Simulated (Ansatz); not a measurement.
A relaxation computed with Ansatz, from input to last step.

```yaml
crystal:
  lattice:
    - [3.968352, 0.0, 0.0]
    - [0.0, 3.968352, 0.0]
    - [0.0, 0.0, 15.876415]
  atoms:
    - { symbol: Ba, position: [0.0, 0.0, 0.0] }
    - { symbol: Sr, position: [0.0, 0.0, 0.25092] }
    - { symbol: Sr, position: [0.0, 0.0, 0.5] }
    - { symbol: Sr, position: [0.0, 0.0, 0.74908] }
    - { symbol: Ti, position: [0.5, 0.5, 0.128175] }
    - { symbol: Ti, position: [0.5, 0.5, 0.375439] }
    - { symbol: Ti, position: [0.5, 0.5, 0.624561] }
    - { symbol: Ti, position: [0.5, 0.5, 0.871825] }
    - { symbol: O, position: [0.0, 0.5, 0.129738] }
    - { symbol: O, position: [0.0, 0.5, 0.375192] }
    - { symbol: O, position: [0.0, 0.5, 0.624808] }
    - { symbol: O, position: [0.0, 0.5, 0.870262] }
    - { symbol: O, position: [0.5, 0.5, 0.0] }
    - { symbol: O, position: [0.5, 0.5, 0.251433] }
    - { symbol: O, position: [0.5, 0.5, 0.5] }
    - { symbol: O, position: [0.5, 0.5, 0.748567] }
    - { symbol: O, position: [0.5, 0.0, 0.129738] }
    - { symbol: O, position: [0.5, 0.0, 0.375192] }
    - { symbol: O, position: [0.5, 0.0, 0.624808] }
    - { symbol: O, position: [0.5, 0.0, 0.870262] }
basis:
  ecutwfc: 500
kpoints:
  mp_grid: { grid: [8, 8, 2] }
hamiltonian:
  xc: r2scan
scf:
  occupations: { method: gaussian, width: 0.02 }
output:
  forces: true
  stress: true
  eigenvalues: true
  write_density: true
  write_potential: true
  elf: true
  volumetric_format: npy
relax:
  adjacent_minimum: "off"
  f_tol: 0.01
  max_steps: 40
```

```bash
ansatz run input.yaml --threads 4 --pin off --max-ram 10240MiB --backend cpu --events-out ev --progress --plain --runs-dir out
```

These are results of DFT r2SCAN, scalar-relativistic, plane waves, PAW in Ansatz, not measurements.

Of 7 frames 6 are shown, positions in Å and forces in eV/Å; the SCF threshold varies from step to step. The mark taken_back stands on steps that the optimiser undid.

```xyz
20
Lattice="3.9684 0.0000 0.0000 0.0000 3.9684 0.0000 0.0000 0.0000 15.8764" Properties=species:S:1:pos:R:3:forces:R:3 pbc="T T T" step=1 free_energy_over_end_meV_per_atom=0.28
Ba    0.0000    0.0000    0.0000    0.0000    0.0000    0.0000
Sr    0.0000    0.0000    3.9837    0.0000    0.0000    0.0947
Sr    0.0000    0.0000    7.9382    0.0000    0.0000    0.0000
Sr    0.0000    0.0000   11.8927    0.0000    0.0000   -0.0947
Ti    1.9842    1.9842    2.0350    0.0000    0.0000    0.1277
Ti    1.9842    1.9842    5.9606    0.0000    0.0000    0.0615
Ti    1.9842    1.9842    9.9158    0.0000    0.0000   -0.0615
Ti    1.9842    1.9842   13.8415    0.0000    0.0000   -0.1277
O     0.0000    1.9842    2.0598    0.0000    0.0000   -0.0081
O     0.0000    1.9842    5.9567    0.0000    0.0000    0.0413
O     0.0000    1.9842    9.9197    0.0000    0.0000   -0.0413
O     0.0000    1.9842   13.8166    0.0000    0.0000    0.0081
O     1.9842    1.9842    0.0000    0.0000    0.0000    0.0000
O     1.9842    1.9842    3.9919    0.0000    0.0000   -0.0165
O     1.9842    1.9842    7.9382    0.0000    0.0000    0.0000
O     1.9842    1.9842   11.8846    0.0000    0.0000    0.0165
O     1.9842    0.0000    2.0598    0.0000    0.0000   -0.0081
O     1.9842    0.0000    5.9567    0.0000    0.0000    0.0413
O     1.9842    0.0000    9.9197    0.0000    0.0000   -0.0413
O     1.9842    0.0000   13.8166    0.0000    0.0000    0.0081
20
Lattice="3.9684 0.0000 0.0000 0.0000 3.9684 0.0000 0.0000 0.0000 15.8764" Properties=species:S:1:pos:R:3:forces:R:3 pbc="T T T" step=2 free_energy_over_end_meV_per_atom=0.48 taken_back
Ba    0.0000    0.0000    0.0000    0.0000    0.0000    0.0000
Sr    0.0000    0.0000    4.0350    0.0000    0.0000   -0.2649
Sr    0.0000    0.0000    7.9382    0.0000    0.0000    0.0000
Sr    0.0000    0.0000   11.8414    0.0000    0.0000    0.2649
Ti    1.9842    1.9842    2.0426    0.0000    0.0000   -0.0256
Ti    1.9842    1.9842    5.9677    0.0000    0.0000    0.0039
Ti    1.9842    1.9842    9.9088    0.0000    0.0000   -0.0039
Ti    1.9842    1.9842   13.8338    0.0000    0.0000    0.0256
O     0.0000    1.9842    2.0693    0.0000    0.0000    0.0127
O     0.0000    1.9842    5.9722    0.0000    0.0000    0.0036
O     0.0000    1.9842    9.9042    0.0000    0.0000   -0.0036
O     0.0000    1.9842   13.8071    0.0000    0.0000   -0.0127
O     1.9842    1.9842    0.0000    0.0000    0.0000    0.0000
O     1.9842    1.9842    3.9991    0.0000    0.0000    0.2999
O     1.9842    1.9842    7.9382    0.0000    0.0000    0.0000
O     1.9842    1.9842   11.8773    0.0000    0.0000   -0.2999
O     1.9842    0.0000    2.0693    0.0000    0.0000    0.0127
O     1.9842    0.0000    5.9722    0.0000    0.0000    0.0036
O     1.9842    0.0000    9.9042    0.0000    0.0000   -0.0036
O     1.9842    0.0000   13.8071    0.0000    0.0000   -0.0127
20
Lattice="3.9684 0.0000 0.0000 0.0000 3.9684 0.0000 0.0000 0.0000 15.8764" Properties=species:S:1:pos:R:3:forces:R:3 pbc="T T T" step=3 free_energy_over_end_meV_per_atom=0.03
Ba    0.0000    0.0000    0.0000    0.0000    0.0000    0.0000
Sr    0.0000    0.0000    4.0066    0.0000    0.0000   -0.0206
Sr    0.0000    0.0000    7.9382    0.0000    0.0000    0.0000
Sr    0.0000    0.0000   11.8698    0.0000    0.0000    0.0206
Ti    1.9842    1.9842    2.0438    0.0000    0.0000    0.0438
Ti    1.9842    1.9842    5.9685    0.0000    0.0000    0.0384
Ti    1.9842    1.9842    9.9079    0.0000    0.0000   -0.0384
Ti    1.9842    1.9842   13.8326    0.0000    0.0000   -0.0438
O     0.0000    1.9842    2.0681    0.0000    0.0000    0.0003
O     0.0000    1.9842    5.9685    0.0000    0.0000    0.0128
O     0.0000    1.9842    9.9079    0.0000    0.0000   -0.0128
O     0.0000    1.9842   13.8083    0.0000    0.0000   -0.0003
O     1.9842    1.9842    0.0000    0.0000    0.0000    0.0000
O     1.9842    1.9842    4.0025    0.0000    0.0000    0.0071
O     1.9842    1.9842    7.9382    0.0000    0.0000    0.0000
O     1.9842    1.9842   11.8740    0.0000    0.0000   -0.0071
O     1.9842    0.0000    2.0681    0.0000    0.0000    0.0003
O     1.9842    0.0000    5.9685    0.0000    0.0000    0.0128
O     1.9842    0.0000    9.9079    0.0000    0.0000   -0.0128
O     1.9842    0.0000   13.8083    0.0000    0.0000   -0.0003
20
Lattice="3.9684 0.0000 0.0000 0.0000 3.9684 0.0000 0.0000 0.0000 15.8764" Properties=species:S:1:pos:R:3:forces:R:3 pbc="T T T" step=4 free_energy_over_end_meV_per_atom=0.01
Ba    0.0000    0.0000    0.0000    0.0000    0.0000    0.0000
Sr    0.0000    0.0000    4.0079    0.0000    0.0000   -0.0111
Sr    0.0000    0.0000    7.9382    0.0000    0.0000    0.0000
Sr    0.0000    0.0000   11.8685    0.0000    0.0000    0.0111
Ti    1.9842    1.9842    2.0473    0.0000    0.0000    0.0196
Ti    1.9842    1.9842    5.9719    0.0000    0.0000    0.0213
Ti    1.9842    1.9842    9.9046    0.0000    0.0000   -0.0213
Ti    1.9842    1.9842   13.8291    0.0000    0.0000   -0.0196
O     0.0000    1.9842    2.0708    0.0000    0.0000    0.0007
O     0.0000    1.9842    5.9721    0.0000    0.0000    0.0056
O     0.0000    1.9842    9.9043    0.0000    0.0000   -0.0056
O     0.0000    1.9842   13.8056    0.0000    0.0000   -0.0007
O     1.9842    1.9842    0.0000    0.0000    0.0000    0.0000
O     1.9842    1.9842    4.0060    0.0000    0.0000   -0.0215
O     1.9842    1.9842    7.9382    0.0000    0.0000    0.0000
O     1.9842    1.9842   11.8704    0.0000    0.0000    0.0215
O     1.9842    0.0000    2.0708    0.0000    0.0000    0.0007
O     1.9842    0.0000    5.9721    0.0000    0.0000    0.0056
O     1.9842    0.0000    9.9043    0.0000    0.0000   -0.0056
O     1.9842    0.0000   13.8056    0.0000    0.0000   -0.0007
20
Lattice="3.9684 0.0000 0.0000 0.0000 3.9684 0.0000 0.0000 0.0000 15.8764" Properties=species:S:1:pos:R:3:forces:R:3 pbc="T T T" step=5 free_energy_over_end_meV_per_atom=0.00
Ba    0.0000    0.0000    0.0000    0.0000    0.0000    0.0000
Sr    0.0000    0.0000    4.0052    0.0000    0.0000   -0.0006
Sr    0.0000    0.0000    7.9382    0.0000    0.0000    0.0000
Sr    0.0000    0.0000   11.8712    0.0000    0.0000    0.0006
Ti    1.9842    1.9842    2.0487    0.0000    0.0000   -0.0079
Ti    1.9842    1.9842    5.9738    0.0000    0.0000   -0.0076
Ti    1.9842    1.9842    9.9026    0.0000    0.0000    0.0076
Ti    1.9842    1.9842   13.8277    0.0000    0.0000    0.0079
O     0.0000    1.9842    2.0717    0.0000    0.0000   -0.0001
O     0.0000    1.9842    5.9743    0.0000    0.0000   -0.0030
O     0.0000    1.9842    9.9021    0.0000    0.0000    0.0030
O     0.0000    1.9842   13.8047    0.0000    0.0000    0.0001
O     1.9842    1.9842    0.0000    0.0000    0.0000    0.0000
O     1.9842    1.9842    4.0049    0.0000    0.0000    0.0209
O     1.9842    1.9842    7.9382    0.0000    0.0000    0.0000
O     1.9842    1.9842   11.8715    0.0000    0.0000   -0.0209
O     1.9842    0.0000    2.0717    0.0000    0.0000   -0.0001
O     1.9842    0.0000    5.9743    0.0000    0.0000   -0.0030
O     1.9842    0.0000    9.9021    0.0000    0.0000    0.0030
O     1.9842    0.0000   13.8047    0.0000    0.0000    0.0001
20
Lattice="3.9684 0.0000 0.0000 0.0000 3.9684 0.0000 0.0000 0.0000 15.8764" Properties=species:S:1:pos:R:3:forces:R:3 pbc="T T T" step=7 free_energy_over_end_meV_per_atom=0.00
Ba    0.0000    0.0000    0.0000    0.0000    0.0000    0.0000
Sr    0.0000    0.0000    4.0058    0.0000    0.0000    0.0003
Sr    0.0000    0.0000    7.9382    0.0000    0.0000    0.0000
Sr    0.0000    0.0000   11.8706    0.0000    0.0000   -0.0003
Ti    1.9842    1.9842    2.0486    0.0000    0.0000    0.0001
Ti    1.9842    1.9842    5.9735    0.0000    0.0000    0.0000
Ti    1.9842    1.9842    9.9029    0.0000    0.0000    0.0000
Ti    1.9842    1.9842   13.8278    0.0000    0.0000   -0.0001
O     0.0000    1.9842    2.0717    0.0000    0.0000   -0.0001
O     0.0000    1.9842    5.9738    0.0000    0.0000    0.0000
O     0.0000    1.9842    9.9026    0.0000    0.0000    0.0000
O     0.0000    1.9842   13.8047    0.0000    0.0000    0.0001
O     1.9842    1.9842    0.0000    0.0000    0.0000    0.0000
O     1.9842    1.9842    4.0056    0.0000    0.0000    0.0001
O     1.9842    1.9842    7.9382    0.0000    0.0000    0.0000
O     1.9842    1.9842   11.8708    0.0000    0.0000   -0.0001
O     1.9842    0.0000    2.0717    0.0000    0.0000   -0.0001
O     1.9842    0.0000    5.9738    0.0000    0.0000    0.0000
O     1.9842    0.0000    9.9026    0.0000    0.0000    0.0000
O     1.9842    0.0000   13.8047    0.0000    0.0000    0.0001
```

Time: 5.5 min on 4 threads of Intel(R) Xeon(R) Processor @ 2.50GHz (Skylake/Cascade Lake) (shared host), peak memory 2.2 GiB.